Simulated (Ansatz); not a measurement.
This cell of HfO$_{2}$ (baddeleyite type, space group P2_1/c) is off equilibrium:

```xyz
12
Lattice="4.9212 0.0000 0.0000 0.0000 4.9697 0.0000 -0.8560 0.0000 5.0312" Properties=species:S:1:pos:R:3 pbc="T T T"
Hf     1.1897     0.2006     1.0461
Hf     3.3035     2.6854     1.4695
Hf     2.8755     4.7692     3.9851
Hf     0.7617     2.2843     3.5617
O      0.2067     1.9045     1.5194
O      4.2865     4.3894     0.9962
O      3.8585     3.0652     3.5118
O     -0.2213     0.5803     4.0350
O      1.7426     3.7875     2.4641
O      2.7506     1.3026     0.0515
O      2.3226     1.1823     2.5671
O      1.3146     3.6671     4.9797
```

Computed with PBE (plane waves to 420 eV, PAW, scalar-relativistic; Ansatz, an electronic-structure program). k mesh 5×5×5 (Γ-centred), Fermi-Dirac smearing 0.05 eV. E stands for the smeared free energy. Compression counts positive. The relaxing atoms change the space group within the scan (C2/c at V/V₀ = 1.160), so nothing is fitted. HfO2 is run without spin polarisation. HfO2 was relaxed with its symmetry unable to fall. Spin-orbit coupling is left out, though Hf is heavy. The PAW data are Ansatz's earlier set.

Question: What is the stress tensor (GPa)?

Answer: 
```
   31.9      0.0      5.0
    0.0     41.6      0.0
    5.0      0.0     25.8
```
The pressure, a third of the trace, is 33.1 GPa.

Question: It is the relaxed cell scaled evenly to V/V₀ = 0.867, atoms relaxed where free. What is its energy relative to the relaxed cell?

Answer: 151.3 meV/atom.

(Under strain, the slope of the energy per volume gives the stress and its curvature an elastic modulus.)
